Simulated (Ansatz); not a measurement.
The start is a generated cell, Ti built in the dhcp structure type. A full variable-cell relaxation at zero pressure is run with PBE (plane waves to 420 eV, PAW, scalar-relativistic; Ansatz, an electronic-structure program). The first steps use a coarse 13×13×4 k-mesh.

Initial structure:
```yaml
crystal:
  lattice:
    - [2.93726, 0.00000, 0.00000]
    - [-1.46863, 2.54374, 0.00000]
    - [0.00000, 0.00000, 9.45065]
  atoms:
    - { symbol: Ti, position: [0.00000, 0.00000, 0.00000] }
    - { symbol: Ti, position: [0.00000, 0.00000, 0.50000] }
    - { symbol: Ti, position: [0.33333, 0.66667, 0.25000] }
    - { symbol: Ti, position: [0.66667, 0.33333, 0.75000] }
```

### Question
How much energy is released per atom?

### Answer
Under 0.01 eV/atom.

### Question
How does the volume change?

### Answer
-1.0 %, from 17.65 to 17.48 Å³/atom.

### Question
How do the shortest distances between atoms change?

### Answer
The closest pairs of elements (up to four, under 3.6 Å), start → end: Ti–Ti 2.91 → 2.89 Å.

### Question
Is the relaxed structure metallic? Give its gap.

### Answer
No gap (metallic).

The space group stays P6₃/mmc (No. 194) (the run could not lower it); the end is AFLOW prototype A_hP4_194_ac (A3', as in La), with 4 atoms in the primitive cell. Final values are on a 18×18×5 k-mesh of the relaxed cell. No spin polarisation in the result.

The run could not lose the symmetry of its start, so the end can be a saddle point.

All atoms sit on sites fixed by symmetry, so only the cell could relax.

The relaxed structure here is a generated cell of Ti: the first start was made by placing the elements on the sites of a structure type, and the end was not matched to a known phase here, so it may be hypothetical. A known form of Ti has the same space group but another cell.
